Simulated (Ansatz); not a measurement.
GaSb (zinc blende, space group No. 216) at seven volumes, DFT-PBE in the program Ansatz with PAW potentials, scaled uniformly. One row is withheld.

```json
[
 {"V (Å³/atom)": "27.298", "P (GPa)": "5.27"},
 {"V (Å³/atom)": "28.198", "P (GPa)": "3.19"},
 {"V (Å³/atom)": "29.098", "P (GPa)": "1.47"},
 {"V (Å³/atom)": "29.998", "P (GPa)": "0.00"},
 {"V (Å³/atom)": "30.897", "P (GPa)": "?"},
 {"V (Å³/atom)": "31.797", "P (GPa)": "-2.27"},
 {"V (Å³/atom)": "32.697", "P (GPa)": "-3.13"}
]
```

### Question
Fit the shown pressures and predict the withheld one.

### Answer
P = (3/2)B₀(x^(7/2) − x^(5/2))[1 + (3/4)(B′ − 4)(x − 1)] with x = (V₀/V)^(2/3). Least squares on the six rows gives V₀ = 29.998 Å³/atom, B₀ = 44.6 GPa, B′ = 4.75. At V = 30.897, x = 0.9805 and P = -1.23 GPa. The run itself gave -1.23 GPa.

Space group F-43m (zinc blende). The cell was relaxed with PBE under the symmetry of its start. Scalar-relativistic: spin–orbit coupling is off unless named, which matters more the heavier the elements.

Potentials: the earlier of the program's two PAW sets.
